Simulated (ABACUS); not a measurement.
## Sensitivity of a calculation on a (100) slab of Te2Mo (cut from a parent of space group no. 194; 18 atoms in the cell) to its settings

```yaml
crystal:
  lattice:
    - [3.58063, 0.00000, 0.00000]
    - [0.00000, 14.70930, 0.00000]
    - [0.00000, 0.00000, 18.23450]
  atoms:
    - { symbol: Te, position: [0.25000, 0.62782, 0.38710] }
    - { symbol: Te, position: [0.25000, 0.37218, 0.27420] }
    - { symbol: Te, position: [0.25000, 0.12782, 0.27420] }
    - { symbol: Te, position: [0.25000, 0.87218, 0.38710] }
    - { symbol: Te, position: [0.75000, 0.62782, 0.55645] }
    - { symbol: Te, position: [0.75000, 0.37218, 0.44355] }
    - { symbol: Te, position: [0.75000, 0.12782, 0.44355] }
    - { symbol: Te, position: [0.75000, 0.87218, 0.55645] }
    - { symbol: Te, position: [0.25000, 0.62782, 0.72579] }
    - { symbol: Te, position: [0.25000, 0.37218, 0.61290] }
    - { symbol: Te, position: [0.25000, 0.12782, 0.61290] }
    - { symbol: Te, position: [0.25000, 0.87218, 0.72579] }
    - { symbol: Mo, position: [0.25000, 0.25000, 0.38710] }
    - { symbol: Mo, position: [0.25000, 0.75000, 0.27420] }
    - { symbol: Mo, position: [0.75000, 0.25000, 0.55645] }
    - { symbol: Mo, position: [0.75000, 0.75000, 0.44355] }
    - { symbol: Mo, position: [0.25000, 0.25000, 0.72579] }
    - { symbol: Mo, position: [0.25000, 0.75000, 0.61290] }
```

Base run A: LDA (PW92), numerical atomic orbitals TZP (confined pseudo-atomic orbitals; energy shift 0.01 Ry), PseudoDojo 0.4 standard norm-conserving LDA (tails mended) pseudopotentials (ABACUS), self-consistent single point.

Its settings: basis = TZP numerical atomic orbitals, energy shift 0.01 Ry; KPT = Gamma 5 2 1 0 0 0; basis_type = lcao; dft_functional = PWLDA; ecutwfc = 100 Ry; smearing_method = fd; smearing_sigma = 0.00367493 Ry; potentials = PseudoDojo 0.4 standard norm-conserving LDA (tails mended); symmetry = 1; symmetry_prec = 1e-05; ks_solver = scalapack_gvx; scf_nmax = 100; scf_thr = 1.0e-07; mixing_type = broyden.

The atom-centred basis is finite, which shifts total energies against plane waves. No dipole correction was used; where the two faces of such a cut differ, images can couple through a dipole. Forces and stress are left out: the polarisation orbitals used for some of these elements are too diffuse to give them reliably, and gaps can carry the same lack. The bare cut can leave dangling bonds, and the run has no spin polarisation, so a lower magnetic or reconstructed surface may exist. No clean gap shows at this smearing width and mesh (spacing up to 0.35 Å⁻¹); the mesh is coarse for partly filled bands, so the values carry mesh errors.

ΔF is the free energy per atom less that of run A. 

Runs:
- B: KPT: Gamma 5 2 1 0 0 0 → Gamma 3 1 1 0 0 0
- C: smearing_sigma: 0.00367493 Ry → 0.000146997 Ry
- D: smearing_sigma: 0.00367493 Ry → 0.00734986 Ry; KPT: Gamma 5 2 1 0 0 0 → Gamma 6 2 1 0 0 0
- E: ecutwfc: 100 Ry → 40 Ry
- F: ecutwfc: 100 Ry → 30 Ry
- G: scf_nmax: 100 → 200; mixing_beta: default → 0.3

```tsv
run	ΔF (meV/atom)	k-points
A	0.00	6
B	-36.8	2
C	10.5	6
D	-25.6	8
E	1.01	6
F	23.6	6
G	0.00	6
```

Run E against A: The free energy goes up by 1.0 meV/atom.

Run B against A: The free energy goes down by 36.8 meV/atom.

Small differences between rows can be mesh errors.

The atomic orbitals were generated for these runs; they are not ABACUS's published sets and were checked against plane waves on a few crystals only.

“Tails mended”: in these copies of the files the far tail of each local potential was reset to the Coulomb form.
